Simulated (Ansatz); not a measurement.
## CdAg: two-dimensional strain map

These are results of DFT r2SCAN, scalar-relativistic, plane waves, PAW in Ansatz, not measurements. The runs took a 500 eV cutoff, a Γ-centred 14×14×14 mesh and Gaussian smearing (0.15 eV). No spin polarisation. Energies are free energies at this smearing, counted from the undisturbed cell; pressure is positive in compression.

The undisturbed cell (as given, not relaxed at this level; it stands at 1.1 GPa, and it needn't be the usual structure):

```
CELL_PARAMETERS angstrom
3.33000 0.00000 0.00000
0.00000 3.33000 0.00000
0.00000 0.00000 3.33000
ATOMIC_POSITIONS crystal
Cd 0.50000 0.50000 0.50000
Ag 0.00000 0.00000 0.00000
```

The cell is strained by p along both x and y and by q along z, fractional coordinates fixed. Points are written (p, q).

Energy above the undisturbed cell in meV/atom (a dash: not computed):

| p \ q | -0.050 | -0.025 | 0.000 | 0.025 | 0.050 |
| --- | --- | --- | --- | --- | --- |
| -0.050 | 172.6 | 119.4 | 77.9 | 46.3 | 24.5 |
| -0.025 | 77.0 | – | 21.5 | – | -0.1 |
| 0.000 | 23.8 | 7.4 | 0.0 | 0.0 | 5.2 |
| 0.025 | 3.9 | – | 6.1 | – | 32.7 |
| 0.050 | 9.5 | – | 33.0 | – | 76.7 |

Pressure in GPa:

```
 p \ q  -0.050  -0.025  0.000  0.025  0.050
-0.050    23.2    18.3   14.0   10.3    7.1
-0.025    13.9       –    6.6      –    1.4
 0.000     6.8     3.7    1.1   -1.0   -2.8
 0.025     1.5       –   -2.9      –   -5.8
 0.050    -2.5       –   -5.8      –   -8.0
```